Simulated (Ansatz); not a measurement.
MgS:
Space group Fm-3m (No. 225); a = 5.2031 Å, b = 5.2031 Å, c = 5.2031 Å, α = 90.00°, β = 90.00°, γ = 90.00°

```
atom  site  symmetry       x       y       z
----  ----  --------  ------  ------  ------
Mg      4b      m-3m  0.5000  0.5000  0.5000
S       4a      m-3m  0.0000  0.0000  0.0000
```
(The calculation used a cell of 2 atoms; values per cell refer to that cell.)

Relaxed with r²SCAN. Independent-particle spectrum: no excitons, no local fields, no scissors shift; 0.1 eV broadening; ε₁ of the summed bands alone.

### Question
Tabulate the dielectric function from r²SCAN (plane waves, PAW; program Ansatz).

### Answer


| E (eV) | ε₁ xx | ε₂ xx |
|---|---|---|
| 0.0 | 5.12 | 0.00 |
| 0.5 | 5.14 | 0.00 |
| 1.0 | 5.20 | 0.00 |
| 1.5 | 5.30 | 0.00 |
| 2.0 | 5.45 | 0.00 |
| 2.5 | 5.67 | 0.00 |
| 3.0 | 5.97 | 0.00 |
| 3.5 | 6.40 | 0.00 |
| 4.0 | 7.03 | 0.00 |
| 4.5 | 8.08 | 0.00 |
| 5.0 | 9.80 | 0.49 |
| 5.5 | 12.37 | 2.69 |
| 6.0 | 14.62 | 9.43 |
| 6.5 | 10.18 | 13.37 |
| 7.0 | -1.34 | 14.92 |
| 7.5 | -1.15 | 7.57 |
| 8.0 | 2.11 | 8.72 |
| 8.5 | -1.61 | 9.43 |
| 9.0 | -4.41 | 8.14 |
| 9.5 | -4.05 | 4.70 |
| 10.0 | -3.04 | 3.56 |
| 10.5 | -2.68 | 3.06 |
| 11.0 | -2.51 | 2.62 |
| 11.5 | -2.40 | 2.25 |
| 12.0 | -2.09 | 1.67 |

### Question
From ε at 5.6 eV (xx: 12.88 + 3.25i), find n, k, the normal reflectivity and the absorption coefficient.

### Answer
n = 3.62, k = 0.449, R = 33 %, α = 2kE/ħc = 250000 cm⁻¹.

With all bands, ε∞ without local fields is 5.15.

The r²SCAN relaxation kept the symmetry of its start.

Potentials: the later of the program's two PAW sets.
